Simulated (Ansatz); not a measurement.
A distorted cell of SiO2 (alpha-quartz type, space group P3_121):

```
SiO2
1.0
    4.78657     0.00000     0.00000
   -2.39328     4.14529     0.00000
    0.00000     0.00000     5.25240
Si O
3 6
Direct
  0.45433   0.00000   0.33333
  0.00000   0.45433   0.66667
  0.54567   0.54567   0.00000
  0.40289   0.29145   0.23494
  0.70855   0.11144   0.56827
  0.88856   0.59711   0.90160
  0.11144   0.70855   0.43173
  0.29145   0.40289   0.76506
  0.59711   0.88856   0.09840
```

Method: PBE (plane waves to 420 eV, PAW, scalar-relativistic; Ansatz, a first-principles code). k mesh 8×8×6 (Γ-centred), Fermi-Dirac smearing 0.05 eV. E stands for the smeared free energy. Stress and pressure are positive under compression. The relaxing atoms change the space group within the scan (P6_422 at V/V₀ = 1.107), so nothing is fitted. SiO2 was relaxed with its symmetry unable to fall. The PAW data are Ansatz's earlier set.

**Question.** What is the stress tensor (GPa)?

**Answer.** 
```
    6.3      0.0      0.0
    0.0      6.3      0.0
    0.0      0.0      8.0
```
The pressure, a third of the trace, is 6.9 GPa.

**Question.** It is the relaxed cell scaled evenly to V/V₀ = 0.867, atoms relaxed where free. What is its energy relative to the relaxed cell?

**Answer.** 32.8 meV/atom.

(Under strain, the slope of the energy per volume gives the stress and its curvature an elastic modulus.)
